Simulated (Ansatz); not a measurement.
Values for one crystal, relaxed and computed with the program Ansatz at the PBEsol level (PAW); other levels are named.

```yaml
volume_per_atom: 24.00 Å³
electronic_character: metallic (no gap)
Formation energy from the elements (no fitted shifts): -0.16 eV/atom
Pressure derivative B′: 7.5
Density of states at the Fermi level: 0.32 states/eV per atom (mean over ±0.08 eV)
Bulk modulus (Birch–Murnaghan fit): 68.4 GPa
```

### Question
Which compound is it?
(A) Sn2Au, Pbca (Sn on 8c, Sn on 8c, Au on 8c)
(B) AlAu, CsCl type
(C) Ag3Au, Cu3Au type
(D) CoSn2, I4/mcm (Co on 4a, Sn on 8h)

### Answer
A, Sn2Au, Pbca (Sn on 8c, Sn on 8c, Au on 8c)

The workflow started from a Materials Project entry (that database holds measured and hypothetical structures alike); the Crystallography Open Database files this formula in space group No. 61, but the cells were not matched. Its standing as an ambient phase is unchecked. The PBEsol relaxation kept the symmetry of its start; whether a distortion lowers the energy is not shown. The references are the lowest solids computed at this level, not always the standard phases. Spin–orbit coupling is left out wherever it is not named.

Potentials: the later of the program's two PAW sets.
